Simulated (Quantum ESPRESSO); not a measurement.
# Planted mistakes on one cell of ZnAlGaF6Cl2

These are calculations, not measurements. They come from pw.x of Quantum ESPRESSO 7.5, a plane-wave density functional program, with PseudoDojo standard norm-conserving files (v0.5 for PBE, v0.4.1 for LDA and PBEsol). The cells are made up: elements, strain and atom displacements were drawn at random, and nothing was relaxed. There is no spin polarisation, spin-orbit coupling or dispersion term.

The cell has 12 sites of a rutile lattice (two cells along c). Sites 1 to 4 hold Zn Al Ga empty; sites 5 to 12 hold F F F Cl F F Cl F. Cell vectors in Å: (4.669, 0.014, -0.021); (0.014, 4.708, -0.014); (-0.028, -0.018, 6.227). Settings: PBE, cutoff 1143 eV, 5 x 5 x 4 k mesh shifted by half a step, Fermi-Dirac smearing of 0.025 eV.

The intended run has a self-consistency threshold of 1e-07 eV, a smearing term of 0.000 eV, a pressure of 17.04 GPa and 11 iterations. Each further run changes one thing: all lengths scaled by 0.9855; atoms of sites 10 and 11 exchanged; cutoff 605 eV; files of LDA; one electron added; smearing 0.51 eV; threshold 0.1 eV. A coarse mesh keeps the shift, and a charged cell sits in a uniform background.

```
run  change of free energy (eV)  smearing term -TS (eV)  change of P (GPa)  largest change of a force component (eV/Å)  iterations
  A                      16.453                   0.000              -9.99                                       0.432          11
  B                      -0.033                  -0.193               0.29                                       0.074          11
  C                       0.761                   0.000               7.70                                       0.729          10
  D                      54.209                   0.000            -297.83                                       0.271          10
  E                       0.670                   0.000               1.20                                       6.499          11
  F                       0.045                   0.000               1.46                                       0.139           4
  G                      10.129                  -0.004              25.04                                       1.581          11
```

A rerun of the intended cell at 1437 eV and k mesh 7 x 7 x 6 moved values by no more than 0.004 eV in the cell's energy, 0.02 GPa in stress and 0.002 eV/Å in force.

Question: which change belongs to which run?

## Worked reading

Run F has the fewest iterations, as a run stopped early does. Run B has the largest smearing term, as wide smearing gives. Run D has a higher energy and the largest fall in pressure, as too small a basis gives. Run C changes the volume by a factor of 0.9571; minus its pressure change over the logarithm of that factor, 176 GPa, is a rough bulk modulus with clamped atoms. Energies from files of another functional, or of a charged cell, have another zero and say nothing on stability; the pressure of a charged cell rests on the program's zero of potential too.

## Key

| run | change |
| --- | --- |
| A | files of LDA |
| B | smearing 0.51 eV |
| C | all lengths scaled by 0.9855 |
| D | cutoff 605 eV |
| E | atoms of sites 10 and 11 exchanged |
| F | threshold 0.1 eV |
| G | one electron added |